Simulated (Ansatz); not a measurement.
Values for one crystal, relaxed and computed with plane-wave PAW r²SCAN (Ansatz code); other levels are named.

```yaml
volume_per_atom: 32.34 Å³
band_gap: 0.91 eV (indirect)
Formation energy from the elements (no fitted shifts): -0.011 eV/atom
valence_band_maximum: off the standard path, at k = (0.164, 0.078, -0.385)
smallest_direct_gap_on_the_standard_path: 1.02 eV
conduction_band_minimum: off the standard path, at k = (0.328, 0.003, -0.331)
```

**Question.** Which of these materials gives this?
A. ZnGa2Te4, I-4 (Zn on 2a, Ga on 2b, Ga on 2d, Te on 8g)
B. Cu2SiTe3, Cc (Pearson symbol mS24)
C. GaGeTe, R-3m (Ga on 6c, Ge on 6c, Te on 6c)
D. TeSe, P1 (Pearson symbol aP6)

**Answer.** D, TeSe, P1 (Pearson symbol aP6)

The first step of the workflow began from a Materials Project structure, measured or hypothetical; the Crystallography Open Database copy checked does not list it. Whether it is the stable phase at ambient conditions was not checked. The r²SCAN relaxation kept the symmetry of its start; whether a distortion lowers the energy is not shown. A crystal of weakly bound chains computed without a dispersion correction: the cell and the soft elastic constants depend strongly on that. The references are the lowest solids computed at this level, not always the standard phases. Scalar-relativistic: spin–orbit coupling is off unless named, which matters more the heavier the elements.

Potentials: the earlier of the program's two PAW sets.
